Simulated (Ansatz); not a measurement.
Co:
```yaml
crystal:
  lattice:
    - [6.05571, 0.00000, 0.00000]
    - [0.00000, 6.05571, 0.00000]
    - [0.00000, 0.00000, 6.05571]
  atoms:
    - { symbol: Co, position: [0.05666, 0.05666, 0.05666] }
    - { symbol: Co, position: [0.19334, 0.80666, 0.30666] }
    - { symbol: Co, position: [0.44334, 0.94334, 0.55666] }
    - { symbol: Co, position: [0.30666, 0.19334, 0.80666] }
    - { symbol: Co, position: [0.55666, 0.44334, 0.94334] }
    - { symbol: Co, position: [0.69334, 0.69334, 0.69334] }
    - { symbol: Co, position: [0.94334, 0.55666, 0.44334] }
    - { symbol: Co, position: [0.80666, 0.30666, 0.19334] }
    - { symbol: Co, position: [0.12500, 0.19870, 0.44870] }
    - { symbol: Co, position: [0.05130, 0.87500, 0.69870] }
    - { symbol: Co, position: [0.37500, 0.80130, 0.94870] }
    - { symbol: Co, position: [0.44870, 0.12500, 0.19870] }
    - { symbol: Co, position: [0.62500, 0.30130, 0.55130] }
    - { symbol: Co, position: [0.55130, 0.62500, 0.30130] }
    - { symbol: Co, position: [0.87500, 0.69870, 0.05130] }
    - { symbol: Co, position: [0.94870, 0.37500, 0.80130] }
    - { symbol: Co, position: [0.69870, 0.05130, 0.87500] }
    - { symbol: Co, position: [0.19870, 0.44870, 0.12500] }
    - { symbol: Co, position: [0.30130, 0.55130, 0.62500] }
    - { symbol: Co, position: [0.80130, 0.94870, 0.37500] }
```
The run is spin-polarised; directions of the spins, atom by atom: ↑ ↑ ↑ ↑ ↑ ↑ ↑ ↑ ↑ ↑ ↑ ↑ ↑ ↑ ↑ ↑ ↑ ↑ ↑ ↑.

Relaxed with PBE.

Q: Which orbitals make up the states near the Fermi level in the program Ansatz at the PBE level (PAW)?

A: Within 0.5 eV of the Fermi level: Co 3d 93 %, Co 4s 5 %. Projections are on Löwdin-orthogonalised atomic valence shells; empty p or d shells of many metals are not among them.

Q: Tabulate the density of states.

A: States/eV per cell of 20 atoms, in 0.25 eV bins, energy from the Fermi level.

```
E (eV)  total  Co 3d  Co 4s  Co 3p
------  -----  -----  -----  -----
-7.85    1.63   0.03   1.53   0.02
-7.60    1.86   0.05   1.74   0.02
-7.35    2.24   0.08   2.07   0.03
-7.10    2.64   0.13   2.42   0.03
-6.85    2.17   0.14   1.95   0.03
-6.60    2.35   0.20   2.08   0.03
-6.35    3.56   0.41   3.04   0.05
-6.10    3.44   0.51   2.84   0.04
-5.85    4.01   0.80   3.11   0.05
-5.60    5.07   1.42   3.54   0.05
-5.35    8.09   3.51   4.42   0.06
-5.10   16.60  11.46   4.95   0.07
-4.85   19.35  14.27   4.83   0.07
-4.60   13.38   9.96   3.20   0.05
-4.35   14.55  11.12   3.14   0.05
-4.10   25.76  21.89   3.40   0.06
-3.85   37.12  33.14   3.29   0.07
-3.60   31.70  28.35   2.61   0.06
-3.35   30.02  27.77   1.48   0.05
-3.10   32.57  29.74   1.66   0.06
-2.85   34.78  31.93   1.56   0.06
-2.60   43.01  39.97   1.36   0.06
-2.35   43.28  40.54   1.26   0.05
-2.10   44.02  41.20   1.26   0.05
-1.85   47.76  44.12   1.49   0.05
-1.60   39.35  36.89   0.95   0.03
-1.35   40.98  39.04   0.97   0.03
-1.10   48.49  46.71   0.83   0.02
-0.85   49.74  48.55   0.69   0.01
-0.60   21.77  20.47   0.88   0.01
-0.35   25.87  24.06   1.24   0.02
-0.10   20.44  18.99   1.07   0.01
0.15    20.44  18.70   1.34   0.01
0.40    24.39  22.55   1.37   0.01
0.65    24.87  22.89   1.45   0.01
0.90    39.21  37.01   1.57   0.01
1.15    29.95  27.43   1.77   0.01
1.40     8.80   5.71   2.09   0.01
1.65     8.05   4.59   2.16   0.01
1.90     7.54   3.47   2.26   0.01
2.15     7.11   2.95   2.05   0.01
2.40     6.93   2.78   2.00   0.00
2.65     5.81   2.25   1.57   0.00
2.90     6.55   2.24   1.72   0.00
3.15     6.70   1.93   1.57   0.00
3.40     3.86   1.10   0.91   0.00
3.65     2.70   0.72   0.64   0.00
3.90     3.99   1.00   0.88   0.00
4.15     2.74   0.52   0.62   0.00
4.40     2.64   0.41   0.76   0.00
4.65     3.00   0.43   0.82   0.00
```

Space group P4_132. The start of the workflow was typed in or built on a structure type; neither database checked (COD, Materials Project) lists it. It is not the phase usual at ambient conditions (space group No. 194). Symmetry was held in the PBE relaxation; whether a distortion lowers the energy is not shown. Spin order of the final state: ferromagnetic, the only order run, not a proven ground state.

Potentials: the later of the program's two PAW sets.
